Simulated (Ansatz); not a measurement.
Relaxed-ion elastic tensor of SnPt₃ (Cu3Au type, space group No. 221) in GPa (Voigt order), plane-wave PAW LDA (Ansatz code); density 18.54 g/cm³, 15.76 Å³ per atom.

```
 321   207   207   0.0   0.0   0.0
 207   321   207   0.0   0.0   0.0
 207   207   321   0.0   0.0   0.0
 0.0   0.0   0.0  82.1   0.0   0.0
 0.0   0.0   0.0   0.0  82.1   0.0
 0.0   0.0   0.0   0.0   0.0  82.1
```

Question: Is the crystal mechanically stable?

Answer: Yes: the smallest eigenvalue of C is 82.1 GPa.

Question: Work out the Voigt, Reuss and Hill averages.

Answer: K_V = 245, K_R = 245, K_H = 245; G_V = 71.9, G_R = 69.6, G_H = 70.8 GPa.

Question: Give Young's modulus, Poisson's ratio, Pugh's ratio and the universal anisotropy index.

Answer: E = 9KG/(3K + G) = 194 GPa; ν = 0.37; K/G = 3.46 (ductile by the Pugh limit of 1.75); A_U = 5G_V/G_R + K_V/K_R − 6 = 0.17.

Question: Estimate the sound speeds and the Debye temperature.

Answer: v_l = √((K + 4G/3)/ρ) = 4280 m/s, v_t = √(G/ρ) = 1950 m/s, mean 2200 m/s; Θ = (h/k)(3n/4πV)^(1/3) v_m = 261 K.

Question: Give the Zener ratio and Young's modulus along [100], [110] and [111].

Answer: A = 2C44/(C11 − C12) = 1.45; 1/E = S11 − 2(S11 − S12 − S44/2)Γ with Γ = 0, 1/4, 1/3 gives 158, 201, 221 GPa.

Question: Solve the Christoffel equation for the three sound speeds along [100], [110], [111].

Answer: Eigenvalues of C_ijkl n_j n_l equal ρv². In km/s, slowest first: [100] 2.10, 2.10, 4.16; [110] 1.75, 2.10, 4.32; [111] 1.87, 1.87, 4.37.

Space group Pm-3m (Cu3Au type). The first step of the workflow began from a Materials Project structure, measured or hypothetical; the Crystallography Open Database files this formula in space group No. 221, but the cells were not matched. Its standing as an ambient phase is unchecked. Symmetry was held in the LDA relaxation; of distortions, only those at the zone centre were tested. No spin polarisation was allowed. As this level gives no gap, shear constants depend on the k-mesh and smearing (Fermi–Dirac, 0.1 eV here). Spin–orbit coupling is left out wherever it is not named.

Potentials: the later of the program's two PAW sets.
